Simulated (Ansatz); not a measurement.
# SbAu: what relativity and spin–orbit coupling change

```
Au Sb
1.0
     0.00000    3.11088    3.11088
     3.11088    0.00000    3.11088
     3.11088    3.11088    0.00000
Au Sb
1 1
Direct
  0.00000 0.00000 0.00000
  0.25000 0.25000 0.25000
```

Atom numbers follow the list: Au1, Sb2.

The structure comes from a relaxation in the same program, started in the zincblende type, and has space group F-43m. Whether it is a known phase or the ground state wasn't checked.

One fixed cell is solved with PBE by full-potential LAPW in Ansatz 0.2.0 under different relativistic treatments. Pressure is positive in compression.

Settings: a Γ-centred 10×10×10 k mesh, Fermi–Dirac smearing of 0.08 eV, basis error target 1 meV/atom, no spin polarisation.

```csv
setting,P (GPa)
scalar-relativistic,-0.02
non-relativistic,8.02
with spin–orbit coupling,-0.53
"scalar-relativistic, point nuclei",-0.03
```
